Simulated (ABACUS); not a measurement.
A self-consistent single point of Cu (I4/mmm, 2 atoms in the cell; from Materials Project mp-1010136, changed as shown).

```yaml
crystal:
  lattice:
    - [2.84343, 0.00000, 0.00000]
    - [0.00000, 2.84343, 0.00000]
    - [0.00000, 0.00000, 2.66998]
  atoms:
    - { symbol: Cu, position: [0.00000, 0.00000, 0.00000] }
    - { symbol: Cu, position: [0.50000, 0.50000, 0.50000] }
```

Level of theory: LDA (PW92), PseudoDojo 0.4 standard norm-conserving LDA (tails mended) pseudopotentials (plane waves; ABACUS).

ABACUS settings:

| key | value |
|---|---|
| KPT | Gamma 10 10 10 0 0 0 |
| basis_type | pw |
| dft_functional | PWLDA |
| ecutwfc | 92 Ry |
| smearing_method | fd |
| smearing_sigma | 0.00734986 Ry |
| potentials | PseudoDojo 0.4 standard norm-conserving LDA (tails mended) |
| symmetry | 1 |
| symmetry_prec | 1e-05 |
| ks_solver | dav |
| scf_nmax | 100 |
| scf_thr | 1.0e-09 Ry |
| mixing_type | pulay |

Results:

```
Quantity                                                  Result
------------------------------------------------  --------------
Number of valence electrons                                   38
Number of bands                                               29
Number of k-points after the program's reduction             126
Number of plane waves (most at a k-point)                   2192
Number of SCF iterations                                       9
FFT grid                                            36 × 36 × 32
Free energy E − TS                                -10311.0065 eV
Fermi level (on the code's own zero)                    19.07 eV
Pressure                                                2.16 GPa
```

Stress (GPa, positive for compression):
```
2.27  0.00  0.00
0.00  2.27  0.00
0.00  0.00  1.93
```

For comparison: a first run was changed to give this one (lattice scaled by 0.98), and from it to this one the free energy drops by 14.0 meV/atom and the pressure goes from -8.31 to 2.16 GPa.

The structure comes from a collection of computed structures, made at another level of theory; the collection holds predicted forms beside known ones. No clean gap shows at this smearing width and mesh (spacing up to 0.24 Å⁻¹); the mesh is coarse for partly filled bands, so the values carry mesh errors.

Cost on one core: around 2.1 core-minutes (rough).

“Tails mended”: in these copies of the files the far tail of each local potential was reset to the Coulomb form.
